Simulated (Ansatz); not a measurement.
AlRu (CsCl type)

```
CELL_PARAMETERS angstrom
      2.98252     0.00000     0.00000
      0.00000     2.98252     0.00000
      0.00000     0.00000     2.98252
ATOMIC_POSITIONS crystal
  Al 0.00000 0.00000 0.00000
  Ru 0.50000 0.50000 0.50000
```

E(V) scan at fixed shape, V₀ the volume above. Symmetry pins the atoms to their sites.

Level of theory: r2SCAN (plane waves to 500 eV, PAW, scalar-relativistic; Ansatz, a program for electronic structure). k mesh 16×16×16 (Γ-centred), Fermi-Dirac smearing 0.05 eV. The energy includes the smearing's −TS. AlRu is run without spin polarisation. AlRu was relaxed with its symmetry unable to fall. The zero of ΔE is the relaxed starting cell. The last digit holds for this mesh only.

```
V (Å³/atom)  ΔE (meV/atom)
-----------  -------------
11.939               110.2
12.204                67.8
12.469                36.7
12.735                15.7
13.000                 3.8
13.265                 0.0
13.531                 3.5
13.796                13.6
14.061                29.6
14.327                51.0
14.592                77.0
```

Question: What is the fitted pressure derivative B₀′?

Answer: 4.3.

Question: What bulk modulus B₀ follows from a third-order Birch-Murnaghan fit?

Answer: 221 GPa. Check by three points about V = 13.265 Å³/atom, step 0.531: d²E/dV² ≈ (16 − 2·0 + 14) meV / 0.531² = 0.107 eV/Å⁶, and V·d²E/dV² × 160.2 = 226 GPa.

(A scan under strain: stresses follow from slopes of the energy per volume, elastic moduli from its curvatures.)
